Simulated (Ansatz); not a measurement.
The start is a generated cell, SnF3 placed in the AFLOW prototype AB3_hR8_155_c_de (D0_14, as in AlF3). The structure is fully relaxed (lattice and positions, P = 0) with PBE (plane waves to 420 eV, PAW, scalar-relativistic; Ansatz, a quantum-chemistry and plane-wave program). The first steps use a coarse 5×5×5 k-mesh.

Initial structure:
```
SnF3
1.0
    3.04085     1.75564     5.13582
   -3.04085     1.75564     5.13582
    0.00000    -3.51127     5.13582
Sn F
2 6
Direct
  0.23700   0.23700   0.23700
  0.76300   0.76300   0.76300
  0.43000   0.57000   0.00000
  0.00000   0.43000   0.57000
  0.57000   0.00000   0.43000
  0.07000   0.93000   0.50000
  0.50000   0.07000   0.93000
  0.93000   0.50000   0.07000
```

Task: What pressure does the first self-consistent step give?

Result: -3 GPa (negative: the cell is under tension).

Task: What is the largest force in the starting geometry, and on which atom (counted from 1)?

Result: About 3.1 eV/Å, on Sn1, Sn2 (atoms numbered as listed).

Task: What symmetry does the relaxed structure have?

Result: The space group goes from R32 (No. 155) to Pm-3m (No. 221); the end is ReO3 type, with 4 atoms in the primitive cell.

Task: How much energy is released per atom?

Result: 0.10 eV/atom.

Task: How does the volume change?

Result: -1.7 %, from 20.56 to 20.21 Å³/atom.

Task: How do the shortest distances between atoms change?

Result: The closest pairs of elements (up to four, under 3.6 Å), start → end: F–Sn 2.11 → 2.16 Å; F–F 3.13 → 3.06 Å.

Task: What does it relax into? Give the structure.

Result: 
Space group Pm-3m (No. 221); a = 4.324 Å, b = 4.324 Å, c = 4.324 Å, α = 90.00°, β = 90.00°, γ = 90.00°

| atom | site | symmetry | x | y | z |
|---|---|---|---|---|---|
| Sn | 1b | m-3m | 0.5000 | 0.5000 | 0.5000 |
| F | 3c | 4/mm.m | 0.0000 | 0.5000 | 0.5000 |

Final values are on a 11×11×11 k-mesh of the relaxed cell. No spin polarisation in the result. The relaxed primitive cell holds an odd number of electrons. A magnetic state may lie lower.

The run could not lose the symmetry of its start, so the end can be a saddle point.

The relaxed structure here is a generated cell of SnF3: the first start was made by placing the elements on the sites of a structure type, and the end was not matched to a known phase here, so it may be hypothetical.
